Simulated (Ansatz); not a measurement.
**Question.** Mn3GeN (anti-perovskite, space group No. 221) is relaxed with PBE in the plane-wave PAW code Ansatz. What lattice parameters of the conventional cell result?

**Answer.** a = 3.764 Å.

These are the values of the symmetrised cell.

**Question.** Is it a metal or does it have a gap at this level?

**Answer.** No gap at this level.

Space group Pm-3m (anti-perovskite). The start of the workflow was typed in or built on a structure type; neither database checked (COD, Materials Project) lists it. Whether it is the stable phase at ambient conditions was not checked. Symmetry was held in the PBE relaxation; its stability against distortions is not shown here. The final state is ferromagnetic, the only order run, not a proven ground state. No Hubbard U is applied. Spin–orbit coupling is left out wherever it is not named.

Potentials: the later of the program's two PAW sets.
